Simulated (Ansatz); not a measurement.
BaCdSbF:
```xyz
8
Lattice="4.6159 0.0000 0.0000 0.0000 4.6159 0.0000 0.0000 0.0000 9.7974" Properties=species:S:1:pos:R:3 pbc="T T T"
Ba     0.0000     2.3079     6.2649
Ba     2.3079     0.0000     3.5325
Cd     2.3079     2.3079     0.0000
Cd     0.0000     0.0000     0.0000
Sb     0.0000     2.3079     1.8160
Sb     2.3079     0.0000     7.9814
F      2.3079     2.3079     4.8987
F      0.0000     0.0000     4.8987
```

Relaxed with r²SCAN.

Problem. Give the Bader charges and basin volumes of the independent atoms, r²SCAN in the plane-wave PAW code Ansatz.

Solution. 

| atom | Bader charge (e) | Bader volume (Å³) |
|---|---|---|
| Ba1 | +1.56 | 26.3 |
| Cd3 | +0.31 | 22.7 |
| Sb5 | -1.00 | 40.0 |
| F7 | -0.87 | 15.4 |

Space group P4/nmm. The workflow started from a Materials Project entry (that database holds measured and hypothetical structures alike); the Crystallography Open Database files this formula in space group No. 129, but the cells were not matched. Its standing as an ambient phase is unchecked. Symmetry was held in the r²SCAN relaxation; its stability against distortions is not shown here. Scalar-relativistic: spin–orbit coupling is off unless named, which matters more the heavier the elements.

Potentials: the later of the program's two PAW sets.
